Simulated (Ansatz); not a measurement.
Question: Name crystals whose computed values (LDA (plane waves, PAW; program Ansatz)) fall in these windows: B₀ by P(V) fit (GPa) 130 to 160; Θ_D (K) 140 to 180; G_Hill (GPa) 19 to 25.

Answer: 

```
crystal          B₀ by P(V) fit (GPa)  Θ_D (K)  G_Hill (GPa)
---------------  --------------------  -------  ------------
TePt, NiAs type                   145      162          22.2
```
Others may fit too.

Standing as an ambient phase not checked: TePt, NiAs type. The cell was relaxed under the symmetry of its start. Rows with no word on spin ran without spin polarisation. Spin–orbit coupling is left out wherever it is not named.

Potentials: the later of the program's two PAW sets.
